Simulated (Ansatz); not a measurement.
Ba$_{2}$H$_{3}$I in space group P-3m1 (No. 164; Ba on 2d, H on 2d, H on 1b, I on 1a) under volume change, plane-wave PAW r²SCAN (Ansatz code), shape and atoms relaxed at each volume.

```json
[
 {"V (Å³/atom)": "21.642", "E − E(relaxed) (meV/atom)": "20.6", "P (GPa)": "3.35"},
 {"V (Å³/atom)": "22.355", "E − E(relaxed) (meV/atom)": "8.6", "P (GPa)": "2.05"},
 {"V (Å³/atom)": "23.069", "E − E(relaxed) (meV/atom)": "2.0", "P (GPa)": "0.94"},
 {"V (Å³/atom)": "23.782", "E − E(relaxed) (meV/atom)": "0.0", "P (GPa)": "0.00"},
 {"V (Å³/atom)": "24.496", "E − E(relaxed) (meV/atom)": "[?]", "P (GPa)": "[?]"},
 {"V (Å³/atom)": "25.209", "E − E(relaxed) (meV/atom)": "7.1", "P (GPa)": "-1.50"},
 {"V (Å³/atom)": "25.923", "E − E(relaxed) (meV/atom)": "[?]", "P (GPa)": "[?]"}
]
```

### Question
What belongs in the gaps?

### Answer

- 24.496, E − E(relaxed) (meV/atom): 1.9
- 24.496, P (GPa): -0.82
- 25.923, E − E(relaxed) (meV/atom): 15.1
- 25.923, P (GPa): -2.08

### Question
What does a third-order Birch–Murnaghan fit give for V₀, B₀ and B′?

### Answer
V₀ = 23.78 Å³/atom, B₀ = 29.1 GPa, B′ = 4.3.

The first step of the workflow began from a Materials Project structure, measured or hypothetical; the Crystallography Open Database copy checked does not list it. Its standing as an ambient phase is unchecked. The cell was relaxed with r²SCAN under the symmetry of its start; whether a distortion lowers the energy is not shown. Scalar-relativistic: spin–orbit coupling is off unless named, which matters more the heavier the elements.

Potentials: the later of the program's two PAW sets.
